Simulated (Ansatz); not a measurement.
**Question.** Each is relaxed and computed with PBE (plane waves, PAW; program Ansatz). Which is the only metal?
A) TaSb2, Cmc2_1 (Ta on 4a, Sb on 4a, Sb on 4a)
B) LiTaO3, R3c (Li on 6a, Ta on 6a, O on 18b)
C) KTaO3, cubic perovskite
D) Sb2Se3, La2O3 or Ni2Al3 type

**Answer.** A, TaSb2, Cmc2_1 (Ta on 4a, Sb on 4a, Sb on 4a). TaSb2: metal; LiTaO3: gap 3.79 eV; KTaO3: gap 2.17 eV (indirect); Sb2Se3: gap 0.40 eV (indirect). Constructed cells (a structure type filled with these elements, in neither database checked): Sb2Se3, La2O3 or Ni2Al3 type. Typed or built starts, not in the databases checked: TaSb2, Cmc2_1 (Ta on 4a, Sb on 4a, Sb on 4a). Not the usual ambient phase: Sb2Se3, La2O3 or Ni2Al3 type. All cells were relaxed under the symmetry of their starts (and spin orders); stability against distortions was not tested throughout. Named crystals with no word on spin ran without spin polarisation. Scalar-relativistic: spin–orbit coupling is off unless named, which matters more the heavier the elements.

Potentials: the earlier of the program's two PAW sets.
